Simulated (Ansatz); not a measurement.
Level of theory: DFT PBE, scalar-relativistic, plane waves, PAW in Ansatz. Settings: cutoff 420 eV, Γ-centred meshes spaced at most about 0.3 Å⁻¹, and about 0.25 Å⁻¹ or finer for metals (2π included), Gaussian smearing. No spin polarisation in the final relaxations.

These are static total energies at zero pressure.

Two forms of InGaO were relaxed alike.

A.

```
CELL_PARAMETERS angstrom
3.40441 0.00000 0.00000
-1.70220 2.94830 0.00000
0.00000 0.00000 5.90849
ATOMIC_POSITIONS crystal
In 0.00000 0.00000 0.00000
Ga 0.66667 0.33333 0.50000
O 0.33333 0.66667 0.50000
```

B.

```
CELL_PARAMETERS angstrom
3.38488 0.00000 0.00000
-1.69244 2.93139 0.00000
0.00000 0.00000 11.89416
ATOMIC_POSITIONS crystal
In 0.00000 0.00000 0.00000
In 0.00000 0.00000 0.50000
Ga 0.33333 0.66667 0.75000
Ga 0.66667 0.33333 0.25000
O 0.33333 0.66667 0.25000
O 0.66667 0.33333 0.75000
```

Question: Which form is favoured at zero pressure, and by what margin per atom?

Answer: B is lower, by 10 meV/atom. A has space group P-6m2 (No. 187), 19.8 Å³/atom and no gap on its mesh; B has space group P6_3/mmc (No. 194), 19.7 Å³/atom and no gap. Counting O atoms around Ga and In (those within 1.25 times the shortest such distance or 1.15 times the sum of covalent radii, 1.27 where that leaves under three; the shortest distance is added where it exceeds 1.18 times the sum of covalent radii), A has In 6 from 3.5 Å, Ga 3 and B has In 6 from 3.6 Å, Ga 3. Both come from invented guesses.

For metals, differences of a few meV/atom aren't resolved. No dispersion correction is applied, so the spacing and binding between layers, chains or molecules are poorly described (P-6m2, P6_3/mmc), and this can change margins and order among such cells. Cells relaxed within their symmetry can be saddle points.
